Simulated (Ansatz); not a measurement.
A geometry of ZnSiP$_{2}$ away from equilibrium: step 2 of the relaxation of a relaxed ZnSiP2 cell displaced along its unstable phonon at q = Γ (118i cm⁻¹), largest move 0.15 Å. All values below come from PBEsol (plane waves to 420 eV, PAW, scalar-relativistic; Ansatz, a first-principles code). Γ-centred k-mesh 11×11×3 on the run's cell (coarser than for final values), Fermi–Dirac smearing 0.05 eV.

```xyz
8
Lattice="3.4237 0.0000 0.0000 -1.7118 2.9893 0.0000 0.0000 0.0000 12.1961" Properties=species:S:1:pos:R:3:forces:R:3 pbc="T T T" free_energy=-10764.819 pressure_GPa=-0.1
Zn     0.0000     1.9855     9.1467    0.0000   -0.0331   -0.0126
Zn     1.7118     1.0038     3.0486    0.0000    0.0331   -0.0126
P      0.0000     1.7928     1.3688    0.0000   -0.1352    0.0351
P      1.7118     1.1965     7.4668    0.0000    0.1352    0.0351
P      1.7118     0.7981    10.8269    0.0000   -0.1575   -0.0158
P      0.0000     2.1912     4.7289    0.0000    0.1575   -0.0158
Si     0.0000    -0.1006     0.0008    0.0000   -0.0797   -0.0067
Si     0.0000     0.1006     6.0989    0.0000    0.0797   -0.0067
```

Positions in Å, forces in eV/Å, free energy of the cell in eV (comparable only within this code, potentials and settings). Largest force: 0.16 eV/Å, on P5, P6 (atoms numbered as listed); the geometry lies 0.06 eV/atom above the end of its relaxation.

No spin polarisation in the result.

The run could not lose the symmetry of its start, so the end can be a saddle point.

The end of the path is a generated cell of ZnSiP2: the first start was made by placing the elements on the sites of a structure type, and the end was not matched to a known phase here, so it may be hypothetical.
